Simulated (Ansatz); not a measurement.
Rb:
```
CELL_PARAMETERS angstrom
     -2.87376     2.87376     2.87376
      2.87376    -2.87376     2.87376
      2.87376     2.87376    -2.87376
ATOMIC_POSITIONS crystal
  Rb 0.00000 0.00000 0.00000
```

Relaxed with r²SCAN.

Question: Map the electron localisation function on the plane through (0.000, 0.000, 0.000) spanned by u = [1, 1, 0] and v = [1, -1, 0] in lattice vectors, from r²SCAN (plane waves, PAW; program Ansatz).

Answer: x is the fraction of u, y of v (the angle between them is 90°; rows are the nearest grid lines); atoms in the plane: Rb at (0.00, 0.00), Rb at (0.50, 0.50).
```
|005999741000245542000147999500|
|678999620000245542000026999876|
|999998510001355553100015899999|
|999863100012455554210001368999|
|332100000124444444421000001233|
|000000012221111111122210000000|
|000001121100000000001121100000|
|333332100000000000000001233333|
|555421000013567765310000124555|
|554210001479999999974100012455|
|554200003799999999997300002455|
|553100026899841148998620001355|
|553100026899841148998620001355|
|554200003799999999997300002455|
|554210001479999999974100012455|
|555421000013567765310000124555|
|333332100000000000000001233333|
|000001121100000000001121100000|
|000000012221111111122210000000|
|332100000124444444421000001233|
|999863100012455554210001368999|
|999998510001355553100015899999|
|678999620000245542000026999876|
|005999741000245542000147999500|
```
Scale: ten equal steps from 0.010 (start of '0') to 0.873 (end of '9'), in the order '0123456789'; x runs from 0.000 to 1.00, y from 0.000 (bottom) to 1.00 (top).

The density is the valence pseudo-density with augmentation charge, so density and ELF within about 1 Å of a nucleus are not all-electron values.

Space group Im-3m (bcc (W type)). Symmetry was held in the r²SCAN relaxation.

Potentials: the earlier of the program's two PAW sets.
